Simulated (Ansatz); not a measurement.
Data sheet: Pm (DFT)

Pm:
```
Pm
1.0
    3.26214     0.00000     0.00000
    0.00000     3.26214     0.00000
    0.00000     0.00000     3.26214
Pm
1
Direct
  0.00000   0.00000   0.00000
```
The run is spin-polarised; directions of the spins, atom by atom: ↑.

Space group Pm-3m (No. 221), simple cubic; conventional cell a = b = c = 3.262 Å, α = β = γ = 90.00°.

Method: r²SCAN (plane waves, PAW; program Ansatz). Structure relaxed to zero pressure with the same functional. Other levels are named where they apply.

Cell and energy:

| Quantity | Value |
|---|---|
| Volume per atom | 34.71 Å³ |
| Density | 6.93 g/cm³ |

Electronic structure:

| Quantity | Value |
|---|---|
| Electronic character | metallic (no gap) |
| Density of states at the Fermi level | 2.6 states/eV per atom (mean over ±0.08 eV) |

Magnetism:

| Item | Value |
|---|---|
| Magnetic order | ferromagnetic |
| Net moment | 5.13 μB per atom |

Mechanics:

| Quantity | Value |
|---|---|
| Bulk modulus (Birch–Murnaghan fit) | 23.4 GPa |
| Pressure derivative B′ | 4.2 |

The cell is a constructed one: a structure type filled with these elements; neither database checked (COD, Materials Project) lists it. It is not the phase usual at ambient conditions (space group No. 194). The cell was relaxed with r²SCAN under the symmetry of its start; whether a distortion lowers the energy is not shown. Magnetic state: ferromagnetic, the only order run, not a proven ground state. The cell computed holds one magnetic atom, so no antiferromagnetic order was within reach. The 4f shell is in the valence, and the state reached may lie above the lowest one. Other orbital occupations within this spin state were not tried. No Hubbard U is applied. Spin–orbit coupling is left out wherever it is not named.

Potentials: the later of the program's two PAW sets (Tc and Pm come from another file).
